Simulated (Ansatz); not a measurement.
SrHfO$_{3}$ (cubic perovskite)

```yaml
crystal:
  lattice:
    - [4.10580, 0.00000, 0.00000]
    - [0.00000, 4.10580, 0.00000]
    - [0.00000, 0.00000, 4.10580]
  atoms:
    - { symbol: Sr, position: [0.50000, 0.50000, 0.50000] }
    - { symbol: Hf, position: [0.00000, 0.00000, 0.00000] }
    - { symbol: O, position: [0.00000, 0.50000, 0.00000] }
    - { symbol: O, position: [0.50000, 0.00000, 0.00000] }
    - { symbol: O, position: [0.00000, 0.00000, 0.50000] }
```

The slice is a {100} plane (indices of the conventional cell) through the point (0.000, 0.500, 0.000) (fractional), spanned by u = [100] and v = [010] in vectors of this cell: u (4.11 Å) and v (4.11 Å, at 90° to u). It covers one period; positions are fractions (u, v).

Method: PBEsol (plane waves to 420 eV, PAW, scalar-relativistic; Ansatz, a program for electronic structure). k mesh 8×8×8. Near the nuclei the fields are pseudised (PAW); where an atom keeps semicore shells as valence, they peak there. Spin-orbit coupling is left out, though Hf is heavy. SrHfO3 is run without spin polarisation. SrHfO3 was relaxed with its symmetry unable to fall.

Q: Around which element is the density of the lowest conduction band (whole band as if filled, smooth part) largest on this plane?

A: Hf. Mean over a disc round each atom, of radius 0.45 times the shortest bond: Hf 0.071, O 0.021 e/Å³.

Q: Around which element is the density of the highest valence band (whole band, smooth part) largest on this plane?

A: O. Mean over a disc round each atom, of radius 0.45 times the shortest bond: O 0.117, Hf 0.008 e/Å³.

Q: What is the valence density on the shortest Hf–O line in this plane (2.05 Å), at its minimum between the atoms?

A: 0.78 e/Å³.

Q: Sketch the electrostatic potential energy of an electron, from the cell's mean on this plane as a map.

A: 
```tsv
v \ u	0.00	0.11	0.21	0.32	0.43	0.54	0.64	0.75	0.86	0.96
0.93	x	x	9.4	10.2	9.4	9.3	9.9	10.0	x	x
0.86	x	x	9.1	10.0	9.9	9.8	10.0	9.7	x	x
0.79	x	2.7	7.1	9.5	10.3	10.4	10.0	8.2	4.4	x
0.71	x	<2.0	2.7	8.4	9.4	x	9.1	5.2	<2.0	x
0.64	x	x	<2.0	6.1	x	x	x	<2.0	x	x
0.57	x	x	<2.0	x	x	x	x	<2.0	x	x
0.50	x	x	x	x	x	x	x	<2.0	x	x
0.43	x	x	<2.0	x	x	x	x	<2.0	x	x
0.36	x	x	<2.0	6.1	x	x	x	<2.0	x	x
0.29	x	<2.0	2.7	8.4	9.4	x	9.1	5.2	<2.0	x
0.21	x	2.7	7.1	9.5	10.3	10.4	10.0	8.2	4.4	x
0.14	x	x	9.1	10.0	9.9	9.8	10.0	9.7	x	x
0.07	x	x	9.4	10.2	9.4	9.3	9.9	10.0	x	x
0.00	x	x	x	10.2	9.2	9.1	9.8	9.8	x	x
```

Values: electrostatic potential energy of an electron, from the cell's mean, in eV. Points within 0.9 Å of a nucleus are blanked (x), as the pseudised field means little there. Values under 2 eV are set to 2. The zero, the cell's mean, hangs on the PAW cores.
